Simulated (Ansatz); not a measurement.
Relaxed-ion elastic tensor of AlAu (CsCl type, space group No. 221) in GPa (Voigt order), LDA in the plane-wave PAW code Ansatz; density 11.87 g/cm³, 15.66 Å³ per atom.

```
 128   142   142   0.0   0.0   0.0
 142   128   142   0.0   0.0   0.0
 142   142   128   0.0   0.0   0.0
 0.0   0.0   0.0  -8.1   0.0   0.0
 0.0   0.0   0.0   0.0  -8.1   0.0
 0.0   0.0   0.0   0.0   0.0  -8.1
```

Task: Is the crystal mechanically stable?

Result: No: the smallest eigenvalue of C is -14.5 GPa.

Space group Pm-3m (CsCl type). The workflow started from a Materials Project entry (that database holds measured and hypothetical structures alike); the Crystallography Open Database copy checked does not list it. With Al and Au taken as one species the cell has the higher symmetry Im-3m, so it may be an ordered model of a mixed-site phase. Its standing as an ambient phase is unchecked. Symmetry was held in the LDA relaxation. At this level the phase is mechanically unstable. As this level gives no gap, shear constants depend on the k-mesh and smearing (Fermi–Dirac, 0.1 eV here). Scalar-relativistic: spin–orbit coupling is off unless named, which matters more the heavier the elements.

Potentials: the later of the program's two PAW sets.
